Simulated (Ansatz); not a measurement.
GaP (zinc blende)

Space group F-43m (No. 216); a = 5.506 Å, b = 5.506 Å, c = 5.506 Å, α = 90.00°, β = 90.00°, γ = 90.00°

```json
[
 {"atom": "P", "site": "4c", "symmetry": "-43m", "x": "0.2500", "y": "0.2500", "z": "0.2500"},
 {"atom": "Ga", "site": "4a", "symmetry": "-43m", "x": "0.0000", "y": "0.0000", "z": "0.0000"}
]
```
(The calculation used a cell of 2 atoms; values per cell refer to that cell.)

E(V) scan at fixed shape, V₀ the volume above. Symmetry pins the atoms to their sites.

All values below come from PBE (plane waves to 420 eV, PAW, scalar-relativistic; Ansatz, a quantum-chemistry and plane-wave program). k mesh 10×10×10 (Γ-centred), Fermi-Dirac smearing 0.05 eV. The energy includes the smearing's −TS. GaP was relaxed with its symmetry unable to fall. The PAW data are Ansatz's earlier set. The zero of ΔE is the relaxed starting cell.

```tsv
V (Å³/atom)	ΔE (meV/atom)
19.618	20.2
19.931	11.1
20.244	4.8
20.557	1.2
20.870	0.0
21.183	1.1
21.496	4.2
21.809	9.3
22.122	16.1
```

What is the fitted pressure derivative B₀′?

4.5.

What bulk modulus B₀ follows from a third-order Birch-Murnaghan fit?

76.7 GPa. Check by three points about V = 20.870 Å³/atom, step 0.313: d²E/dV² ≈ (1.2 − 2·0.0 + 1.1) meV / 0.313² = 0.0235 eV/Å⁶, and V·d²E/dV² × 160.2 = 78.5 GPa.

(Under strain, the slope of the energy per volume gives the stress and its curvature an elastic modulus.)
